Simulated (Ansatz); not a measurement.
**Calculated electric field gradients for Na₃ScF₆**

The cell is a Materials Project structure (computed, not necessarily an observed phase).

```cif
data_Na3ScF6
_symmetry_space_group_name_H-M 'P2_1/c'
_symmetry_Int_Tables_number 14
_cell_length_a 5.5181
_cell_length_b 5.7812
_cell_length_c 9.6395
_cell_angle_alpha 90.000
_cell_angle_beta 123.758
_cell_angle_gamma 90.000
loop_
_atom_site_label
_atom_site_type_symbol
_atom_site_symmetry_multiplicity
_atom_site_Wyckoff_symbol
_atom_site_fract_x
_atom_site_fract_y
_atom_site_fract_z
Na1 Na 4 e 0.2786 0.4397 0.2591
Na5 Na 2 d 0.5000 0.5000 0.0000
Sc Sc 2 a 0.0000 0.5000 0.5000
F9 F 4 e 0.2522 0.7881 0.5802
F13 F 4 e 0.6444 0.6795 0.4445
F17 F 4 e 0.8960 0.9310 0.7666
```

One atom of each set is listed.

Method: Kohn–Sham DFT in Ansatz, PBE, plane waves and PAW, scalar-relativistic, 420 eV cutoff, Γ-centred 5×4×3 k-points, Fermi–Dirac smearing 0.02 eV.

V_zz is the principal component of the electric field gradient with the largest magnitude, η = (V_xx − V_yy)/V_zz and C_Q = eQV_zz/h.

²³Na: I = 3/2, Q = 104.0 mb; 45Sc: I = 7/2, Q = -220.0 mb. Nuclear quadrupole moments: year-2017 set (Pyykkö).

Q: Which values are expected at the nuclei?

A: 

```tsv
site	atoms	first shell	V_xx, V_yy, V_zz (10²¹ V/m²)	η	C_Q (MHz)
Na1	4	7 F at 2.28–2.73 Å; also 1 F at 3.07 Å	0.15, 0.70, -0.85	0.65	-2.13
Na5	2	6 F at 2.20–2.30 Å	0.11, 0.55, -0.66	0.68	-1.66
Sc	2	6 F at 2.01–2.03 Å	-0.094, -0.85, 0.94	0.80	-5.02
F9	4	1 Sc at 2.03 Å, 3 Na at 2.27–2.53 Å; also 1 Na at 3.07 Å	-0.77, -1.71, 2.47	0.38	–
F13	4	1 Sc at 2.01 Å, 2 Na at 2.20–2.28 Å; also 2 Na at 2.69–2.73 Å	-0.60, -1.38, 1.98	0.39	–
F17	4	1 Sc at 2.03 Å, 3 Na at 2.28–2.31 Å	-0.43, -1.71, 2.14	0.60	–
```

At F9, F13 and F17 V_zz points along its shortest bond, to Sc (within 6°) in each case.

F has no stable isotope with a ground-state quadrupole moment in the table, so no C_Q is given.
